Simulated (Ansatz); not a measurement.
Total density of states per atom from DFT-r²SCAN in the program Ansatz with PAW potentials, in 0.25 eV bins, energy from the Fermi level:

```csv
E (eV),states/eV/atom
-7.85,0.25
-7.60,0.15
-7.35,0.00
-7.10,0.00
-6.85,0.00
-6.60,0.08
-6.35,0.24
-6.10,0.29
-5.85,0.23
-5.60,0.13
-5.35,0.30
-5.10,0.26
-4.85,0.20
-4.60,0.41
-4.35,0.45
-4.10,0.22
-3.85,0.00
-3.60,0.00
-3.35,0.13
-3.10,0.38
-2.85,0.61
-2.60,0.46
-2.35,0.39
-2.10,0.41
-1.85,0.45
-1.60,0.77
-1.35,0.92
-1.10,0.83
-0.85,0.97
-0.60,1.28
-0.35,1.05
-0.10,0.43
0.15,0.70
0.40,0.82
0.65,0.78
0.90,0.76
1.15,0.83
1.40,0.89
1.65,0.84
1.90,0.84
2.15,0.71
```

Question: Pick the material that matches.
A. V5Si3, I4/mcm (V on 16k, V on 4b, Si on 8h, Si on 4a)
B. MnSi, P2_13 (Mn on 4a, Si on 4a)
C. YGa2Ni, Cmcm (Ga on 8f, Ni on 4c, Y on 4c)
D. Y12Al7Si, I4/mcm (Pearson symbol tI80)

Answer: D, Y12Al7Si, I4/mcm (Pearson symbol tI80). Within 0.5 eV of the Fermi level: Y 4d 71 %, Al 3p 21 %. Projections are on Löwdin-orthogonalised atomic valence shells; empty p or d shells of many metals are not among them.

The workflow started from a Materials Project entry (that database holds measured and hypothetical structures alike); the Crystallography Open Database copy checked does not list it. Its standing as an ambient phase is unchecked. The r²SCAN relaxation kept the symmetry of its start; its stability against distortions is not shown here. The run is not spin-polarised. Spin–orbit coupling is left out wherever it is not named.

Potentials: the later of the program's two PAW sets.
